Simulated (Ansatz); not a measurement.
TiSi2:
Space group Cmcm (No. 63); a = 3.527 Å, b = 13.514 Å, c = 3.565 Å, α = 90.00°, β = 90.00°, γ = 90.00°

```tsv
atom	site	symmetry	x	y	z
Si	4c	m2m	0.0000	0.0584	0.7500
Si	4c	m2m	0.0000	0.2502	0.2500
Ti	4c	m2m	0.0000	0.6032	0.2500
```
(The calculation used a cell of 6 atoms; values per cell refer to that cell.)

Relaxed at zero pressure with the program Ansatz at the r²SCAN level (PAW).

Task: The volume is lowered by 6 % and shape and atoms relax at that volume. What pressure results, and how do the axes share the change?

Result: 9.2 GPa; a -1.6 %, b -3.1 %, c -1.5 %; the energy rises by 23 meV/atom.

Task: Give the new structure.

Result: 
Space group Cmcm (No. 63); a = 3.4707 Å, b = 13.0994 Å, c = 3.5133 Å, α = 90.00°, β = 90.00°, γ = 90.00°

```tsv
atom	site	symmetry	x	y	z
Si	4c	m2m	0.0000	0.0602	0.7500
Si	4c	m2m	0.0000	0.2504	0.2500
Ti	4c	m2m	0.0000	0.6018	0.2500
```

The phase is kept; no other phase was compared at this pressure.

Symmetry was held in the r²SCAN relaxation. No spin polarisation was allowed.

Potentials: the later of the program's two PAW sets.
